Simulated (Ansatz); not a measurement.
A relaxed structure of CdAu is spoiled in several ways and relaxed again each time (noise and exchanges are one random draw each; squeezed and stretched starts keep its symmetry, which their runs cannot lower; pressure is positive under compression). Method: PBEsol (plane waves to 420 eV, PAW, scalar-relativistic; Ansatz, a program for electronic structure).

```cif
data_AuCd
_chemical_formula_sum 'Cd1 Au1'
_space_group_name_H-M_alt 'P-6m2'
_space_group_IT_number 187
_space_group_name_Hall 'P -6 2'
_cell_length_a 3.03170
_cell_length_b 3.03170
_cell_length_c 4.59365
_cell_angle_alpha 90.000
_cell_angle_beta 90.000
_cell_angle_gamma 120.000
loop_
_atom_site_label
_atom_site_type_symbol
_atom_site_symmetry_multiplicity
_atom_site_Wyckoff_symbol
_atom_site_fract_x
_atom_site_fract_y
_atom_site_fract_z
_atom_site_occupancy
Cd1 Cd 1 a 0.00000 0.00000 0.00000 1
Au1 Au 1 d 0.33333 0.66667 0.50000 1
```

### Question
One start gave a first pressure of -14.1 GPa, a largest first force of 0.00 eV/Å and released 0.33 eV/atom. Which change was it?
A) with every coordinate shifted by Gaussian noise of σ = 0.2 Å
B) with one Au and one Cd atom exchanged in a cell of 4 atoms
C) stretched uniformly to 130 % of its volume

### Answer
C, stretched uniformly to 130 % of its volume. All starts:

```csv
change,first pressure (GPa),largest first force (eV/Å),released (eV/atom),moves,outcome,final group,E − E(parent) (eV/atom)
with one Au and one Cd atom exchanged in a cell of 4 atoms,-0.1,0.35,0.02,11,lower structure,Pmma,-0.07
stretched uniformly to 130 % of its volume,-14.1,0.00,0.33,14,returns to the parent,P-6m2,0.00
with every coordinate shifted by Gaussian noise of σ = 0.2 Å,6.4,2.26,0.16,10,returns to the parent,P-6m2,0.00
```

First-step values come from each run's starting, coarser k-mesh (6×12×7, 11×11×7, 12×12×7). Each cell has its own k-point mesh; energy differences are given only to the digits this allows. No spin polarisation in the result.

The relaxation started from an entry of Materials Project.
